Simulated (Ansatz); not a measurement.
Input and command of a calculation in Ansatz (plane waves; scalar-relativistic PAW potentials unless the input names others):

```yaml
crystal:
  lattice:
    - [3.952951199, 0.0, 0.0]
    - [0.0, 4.038740475, 0.0]
    - [0.0, 0.0, 24.9294267985]
  atoms:
    - { symbol: Ti, position: [0.5, 0.0, 0.3409625126] }
    - { symbol: Al, position: [0.0, 0.5, 0.3409625126] }
    - { symbol: Ti, position: [0.0, 0.0, 0.4202453463] }
    - { symbol: Al, position: [0.5, 0.5, 0.4202453463] }
    - { symbol: Ti, position: [0.4996232573, 0.0003203408, 0.5001758171] }
    - { symbol: Al, position: [-0.0004774348, 0.5001976941, 0.4997015612] }
    - { symbol: Ti, position: [-0.0010391716, 0.0004476197, 0.5780994461] }
    - { symbol: Al, position: [0.4988902924, 0.5003449289, 0.5790542185] }
    - { symbol: Ti, position: [0.4986614584, 1.0003335866, 0.6511167972], spin: 2.0 }
basis:
  ecutwfc: 420
kpoints:
  mp_grid: { grid: [7, 7, 1] }
hamiltonian:
  xc: pbesol
scf:
  occupations: { method: gaussian, width: 0.1 }
  mixing: { preconditioner: resta }
output:
  forces: true
  eigenvalues: true
magnetization:
  spin_polarized: true
efield:
  axis: 3
  dipole_correction: true
  ramp_width: 0.04
```

```bash
ansatz run input.yaml --threads 1 --pin off --max-ram 2560MiB --backend cpu --events-out ev --progress --plain --runs-dir out
```

Abridged log:
```
Pseudopotentials: kind: paw
Pseudopotential: Ti, paw, valence charge 12, recommended cutoff 420 eV (normal)
Pseudopotential: Al, paw, valence charge 3, recommended cutoff 420 eV (normal)
Functional definition: PBEsol
Crystal: 9 atoms, lattice volume = 397.997 Å³
Basis set: ecut = 420 eV, 7815 PW (Γ), exchange–correlation on 54×54×360 points (8 copies of the dense FFT grid, shifted against one another)
Bands: 46, of which v1, the nominal top of the filled ones, is band 36 counted from 1 (35 counted from 0)
Symmetry: 1 space group operations
k-points: 25 of 49 (time reversal used)
Initial density: superposition of atomic densities (neutral atoms: chi_scale 0, normalization atom)
Starting moments: Σ|m| = 2 μB on 1 of 9 sites
Initial wavefunctions: pseudopotential atomic-orbital guess
Functional: x = pbesol(κ = 0.804, μ = 0.12345679), c = pbesol(β = 0.046)
SCF iter   1: F=—  HF=-14472.398668 eV  |F-HF|=—  |Δ(HF+E_count)|=         —  Δρ=3.45e-2 (↑3.45e-2 ↓2.03e-2) dr2=7.85e1  dr2_m=9.18e-1  M=0.839 μB ∫|m|=0.974 μB  β_m=0.52  ethr=3.10e-3  p= 0.000 e·Å  D=-1.06e-6 V/Å  ΔV_dip=0.00 eV  dr2_dipole=1.07e-2  V_vac-E_F(+/−)=7.95/7.95 eV  ⟨swp⟩=9.0  Hψ=11268  notcnv=0
Mixer restart at iter 1: flushing history
efield: sawtooth ramp at fractional position 0.9760 (placed from the atoms, in the widest stretch of the axis that holds none; the zero of the levels goes with the place), width 0.0400; the density the first Hamiltonian is built on has a dipole p =  0.000 e·Å; the dipole correction subtracts the counter field D = -1.06e-6 V/Å, which shifts the + side's vacuum level by +0.00 eV against the − side's; the planar-averaged density in the ramp window peaks in size at 2.0e-6 e/Å³
SCF iter   2: F=—  HF=-14560.585009 eV  |F-HF|=—  |Δ(HF+E_count)|=    8.82e1  Δρ=1.24e-1 (↑1.24e-1 ↓1.11e-1) dr2=2.20e3  dr2_m=2.12e0  M=3.140 μB ∫|m|=3.390 μB  β_m=0.78  ethr=3.10e-3  p=0.065 e·Å  D=2.95e-2 V/Å  ΔV_dip=-0.74 eV  dr2_dipole=5.04e1  V_vac-E_F(+/−)=-1.43/-0.70 eV  ⟨swp⟩=18.2  Hψ=25265  notcnv=0  defer=124  κ⁻¹=1.0e0(r=1)
density mixer auto → broyden: no gap read (density of states about μ 1.62 of a free-electron gas's, 60 screened modes)
SCF iter   3: F=—  HF=-14498.262837 eV  |F-HF|=—  |Δ(HF+E_count)|=         —  Δρ=8.07e-2 (↑5.48e-2 ↓8.07e-2) dr2=1.64e3  dr2_m=3.52e0  M=-1.004 μB ∫|m|=1.537 μB  β_m=0.30  ethr=3.10e-3  p=0.729 e·Å  D=3.31e-1 V/Å  ΔV_dip=-8.26 eV  dr2_dipole=7.95e2  V_vac-E_F(+/−)=2.28/10.56 eV  ⟨swp⟩=13.8  Hψ=18600  notcnv=0  defer=177
Mixer restart at iter 3: flushing history
SCF iter   4: F=—  HF=-19328.905269 eV  |F-HF|=—  |Δ(HF+E_count)|=    4.83e3  Δρ=3.49e-1 (↑3.49e-1 ↓3.44e-1) dr2=4.41e4  dr2_m=9.41e-2  M=0.089 μB ∫|m|=0.106 μB  β_m=0.30  ethr=3.10e-3  p=-17.010 e·Å  D=-7.73e0 V/Å  ΔV_dip=192.80 eV  dr2_dipole=3.85e4  V_vac-E_F(+/−)=179.04/-13.74 eV  ⟨swp⟩=44.5  Hψ=96188  notcnv=33  defer=402  κ⁻¹=1.0e0(r=1)
SCF iter   5: F=—  HF=-15305.995581 eV  |F-HF|=—  |Δ(HF+E_count)|=    4.02e3  Δρ=2.60e-1 (↑2.60e-1 ↓2.55e-1) dr2=1.31e4  dr2_m=8.62e-2  M=0.002 μB ∫|m|=0.013 μB  β_m=0.30  ethr=3.10e-3  p=-1.042 e·Å  D=-4.74e-1 V/Å  ΔV_dip=11.81 eV  dr2_dipole=3.92e3  V_vac-E_F(+/−)=67.74/55.76 eV  ⟨swp⟩=27.6  Hψ=62566  notcnv=0  defer=375  κ⁻¹=5.9e-2(r=2)
SCF iter   6: F=—  HF=-14562.281569 eV  |F-HF|=—  |Δ(HF+E_count)|=    7.44e2  Δρ=9.18e-2 (↑9.18e-2 ↓8.90e-2) dr2=1.39e3  dr2_m=7.77e-2  M= 0.000 μB ∫|m|=0.025 μB  β_m=0.30  ethr=3.10e-3  p=-0.665 e·Å  D=-3.02e-1 V/Å  ΔV_dip=7.53 eV  dr2_dipole=4.38e2  V_vac-E_F(+/−)=28.66/21.07 eV  ⟨swp⟩=17.2  Hψ=34437  notcnv=0  defer=224  κ⁻¹=2.0e-3(r=3)
SCF iter   7: F=—  HF=-14520.056003 eV  |F-HF|=—  |Δ(HF+E_count)|=    4.22e1  Δρ=7.58e-2 (↑7.58e-2 ↓7.25e-2) dr2=1.99e3  dr2_m=6.95e-2  M=0.035 μB ∫|m|=0.043 μB  β_m=0.30  ethr=3.10e-3  p=-0.290 e·Å  D=-1.32e-1 V/Å  ΔV_dip=3.28 eV  dr2_dipole=7.77e2  V_vac-E_F(+/−)=21.88/18.54 eV  ⟨swp⟩=12.1  Hψ=10763  notcnv=0  defer=192  κ⁻¹=3.1e-4(r=4)
SCF iter   8: F=—  HF=-14477.639765 eV  |F-HF|=—  |Δ(HF+E_count)|=    4.24e1  Δρ=3.76e-2 (↑3.76e-2 ↓3.33e-2) dr2=3.58e2  dr2_m=4.65e-2  M=0.156 μB ∫|m|=0.177 μB  β_m=0.30  ethr=3.10e-3  p=-0.153 e·Å  D=-6.96e-2 V/Å  ΔV_dip=1.74 eV  dr2_dipole=1.12e2  V_vac-E_F(+/−)=15.12/13.35 eV  ⟨swp⟩=16.1  Hψ=17947  notcnv=0  defer=138  κ⁻¹=1.3e-4(r=5)
   ...
SCF iter  38: F=—  HF=-14466.069109 eV  |F-HF|=—  |Δ(HF+E_count)|=   8.46e-6  Δρ=8.81e-6 (↑8.65e-6 ↓8.81e-6) dr2=6.20e-7  dr2_m=1.55e-7  M=1.785 μB ∫|m|=2.582 μB  β_m=1.00  ethr=4.82e-9  p=0.102 e·Å  D=4.62e-2 V/Å  ΔV_dip=-1.15 eV  dr2_dipole=1.00e-8  V_vac-E_F(+/−)=2.94/4.09 eV  ⟨swp⟩=3.9  Hψ=4839  notcnv=0  defer=63  κ⁻¹=1.4e-3(r=8)
SCF iter  39: F=—  HF=-14466.069111 eV  |F-HF|=—  |Δ(HF+E_count)|=   1.56e-6  Δρ=1.10e-5 (↑7.40e-6 ↓1.10e-5) dr2=3.66e-6  dr2_m=1.85e-7  M=1.788 μB ∫|m|=2.587 μB  β_m=1.00  ethr=8.61e-10  p=0.102 e·Å  D=4.62e-2 V/Å  ΔV_dip=-1.15 eV  dr2_dipole=9.80e-7  V_vac-E_F(+/−)=2.94/4.09 eV  ⟨swp⟩=4.0  Hψ=5123  notcnv=0  defer=63  κ⁻¹=2.2e-3(r=8)
SCF iter  40: F=—  HF=-14466.069111 eV  |F-HF|=—  |Δ(HF+E_count)|=   6.74e-7  Δρ=7.72e-6 (↑5.13e-6 ↓7.72e-6) dr2=4.57e-7  dr2_m=1.06e-7  M=1.789 μB ∫|m|=2.588 μB  β_m=1.00  ethr=8.61e-10  p=0.102 e·Å  D=4.62e-2 V/Å  ΔV_dip=-1.15 eV  dr2_dipole=3.77e-8  V_vac-E_F(+/−)=2.94/4.09 eV  ⟨swp⟩=2.0  Hψ=2722  notcnv=0  defer=63  κ⁻¹=3.6e-4(r=8)
SCF iter  41: F=—  HF=-14466.069112 eV  |F-HF|=—  |Δ(HF+E_count)|=   1.04e-6  Δρ=4.34e-6 (↑4.34e-6 ↓3.18e-6) dr2=1.58e-7  dr2_m=3.35e-8  M=1.788 μB ∫|m|=2.586 μB  β_m=1.00  ethr=6.35e-10  p=0.102 e·Å  D=4.62e-2 V/Å  ΔV_dip=-1.15 eV  dr2_dipole=1.09e-8  V_vac-E_F(+/−)=2.94/4.09 eV  ⟨swp⟩=3.4  Hψ=4510  notcnv=0  defer=63  κ⁻¹=4.6e-4(r=8)
SCF iter  42: F=—  HF=-14466.069113 eV  |F-HF|=—  |Δ(HF+E_count)|=   3.14e-7  Δρ=2.86e-6 (↑1.49e-6 ↓2.86e-6) dr2=1.43e-7  dr2_m=1.01e-8  M=1.790 μB ∫|m|=2.589 μB  β_m=1.00  ethr=2.20e-10  p=0.102 e·Å  D=4.62e-2 V/Å  ΔV_dip=-1.15 eV  dr2_dipole=5.11e-8  V_vac-E_F(+/−)=2.94/4.09 eV  ⟨swp⟩=4.1  Hψ=5062  notcnv=0  defer=63  κ⁻¹=2.0e-4(r=8)
SCF iter  43: F=—  HF=-14466.069113 eV  |F-HF|=—  |Δ(HF+E_count)|=   1.03e-7  Δρ=1.70e-6 (↑1.70e-6 ↓1.32e-6) dr2=1.58e-8  dr2_m=5.32e-9  M=1.790 μB ∫|m|=2.589 μB  β_m=1.00  ethr=1.39e-10  p=0.102 e·Å  D=4.62e-2 V/Å  ΔV_dip=-1.15 eV  dr2_dipole=3.21e-9  V_vac-E_F(+/−)=2.94/4.09 eV  ⟨swp⟩=25.9  Hψ=17907  notcnv=0  κ⁻¹=2.0e-4(r=8)
SCF iter  44: F=-14466.069113 eV  HF=-14466.069113 eV  |F-HF|=2.85e-8  |Δ(HF+E_count)|=   5.60e-8  Δρ=9.94e-7 (↑9.31e-7 ↓9.94e-7) dr2=9.51e-9  dr2_m=2.22e-9  M=1.790 μB ∫|m|=2.589 μB  β_m=1.00  ethr=2.19e-11  p=0.102 e·Å  D=4.62e-2 V/Å  ΔV_dip=-1.15 eV  dr2_dipole=3.69e-9  V_vac-E_F(+/−)=2.94/4.09 eV  ⟨swp⟩=3.4  Hψ=5026  notcnv=0  κ⁻¹=6.6e-5(r=8)
SCF iter  45: F=-14466.069113 eV  HF=-14466.069113 eV  |F-HF|=3.27e-8  |Δ(HF+E_count)|=   3.63e-8  Δρ=1.11e-6 (↑1.11e-6 ↓5.66e-7) dr2=3.42e-8  dr2_m=1.78e-9  M=1.789 μB ∫|m|=2.588 μB  ethr=1.32e-11  p=0.102 e·Å  D=4.62e-2 V/Å  ΔV_dip=-1.15 eV  dr2_dipole=1.18e-8  V_vac-E_F(+/−)=2.94/4.09 eV  ⟨swp⟩=2.0  Hψ=7142  notcnv=0
SCF 1 converged in 45 iterations: F = -14466.069113 eV  dr2 = 3.42e-8
this state was not tested for a lower state beside it, because the mixer in use, unlike msr1, does not test its closes by its own steps (another_mixer; see scf.mixing.algorithm and scf.lower_state_search)
SCF converged after 45 iterations
an eigenvalue changed by more than its tolerance at an iteration that met the thresholds in force, so the SCF went on 1 time: the last check found none over its tolerance
Magnetization: 1.7893 μB (36.8947 up, 35.1053 down)
Absolute magnetization: 2.5943 μB (∫|ρ↑−ρ↓|, with the PAW one-centre terms)
Spin contamination: 0.3086 ħ² per cell (⟨S²⟩ above its minimum at these occupations)
Per-site moments (μB) at R_I (Å): [(0.20013150, 1.15300292), (-0.01105330, 1.15300292), (0.07176797, 1.15300292), (-0.00272981, 1.15300292), (-0.23806844, 1.14239216), (0.00588171, 1.15278231), (0.13192124, 1.10802148), (0.00383383, 1.11489585), (1.13917546, 1.10802148)]
Free energy (F): -14466.069113 eV
Harris-Foulkes:  -14466.069113 eV  (|F-HF|=3.27e-8)
Internal energy: -14466.025530 eV  (E = F + TS)
E sigma→0 (E₀):  -14466.047322 eV
Entropy (-TS):   -0.043583 eV (-4.843 meV/atom)
Fermi energy:    1.997321 eV
Dipole field:    D = 0.046109 V/Å  (p = 0.101415 e·Å, saw-weighted, corrected)
Work function:   Φ+ = 2.9425 eV   Φ− = 4.0920 eV
Levels:          The Fermi level and band energies are counted from a zero that moves with the ramp; work functions are not
--- Forces (eV/Å), atoms counted from 1 ---
  atom   1  Ti     0.00072202    -0.00040708     0.28400443
  atom   2  Al     0.00010981     0.00003631     0.03288723
  atom   3  Ti    -0.00437826     0.00392829     0.01774421
  atom   4  Al    -0.00292397     0.00278946    -0.33419654
  atom   5  Ti    -0.00334754    -0.00516865    -0.00184285
  atom   6  Al     0.00065045     0.00206132    -0.00207842
  atom   7  Ti     0.00335867    -0.00376875     0.00321018
  atom   8  Al     0.00481010     0.00048022     0.00204074
  atom   9  Ti     0.00099880     0.00004872    -0.00164587
```

Apart from outputs, empty bands and the relaxation, which only the reference makes, the input differs from a reference run on usual settings in scf.mixing.preconditioner: not typed → "resta". The reference, at the same geometry, ended its own course with largest force 0.334 eV/Å (on an atom or along a direction that it held fixed), no gap on the mesh. This run converged in 45 SCF iterations with an energy at zero smearing within 0.01 meV/atom of the reference's, largest force 0.334 eV/Å, no gap on the mesh.

The run took 5.8 min on 1 thread of Intel(R) Xeon(R) 6975P-C (Granite Rapids) (shared host), peak memory 1.1 GiB.